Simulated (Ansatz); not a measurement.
Al2Pt (fluorite or antifluorite type), relaxed with LDA (Ansatz, a first-principles code, plane waves, PAW): a = b = c = 5.853 Å, α = β = γ = 90.00°.

| Quantity | Result |
|---|---|
| ΔH_f (eV/atom) | -0.91 |

### Question
The same phase is relaxed and computed with r²SCAN in the same code. What are the cell and these values now?

### Answer
a = 5.904 Å, b = 5.904 Å, c = 5.904 Å, α = 90.00°, β = 90.00°, γ = 90.00°.

ΔH_f (eV/atom): -0.97

All cells were relaxed under the symmetry of their starts (and spin orders); stability against distortions was not tested throughout. Rows with no word on spin ran without spin polarisation. Scalar-relativistic: spin–orbit coupling is off unless named, which matters more the heavier the elements.

Potentials: the later of the program's two PAW sets.

Ansatz is a plane-wave DFT program.

Formation energies count from the lowest solids of the elements computed at the same level, not from gases.
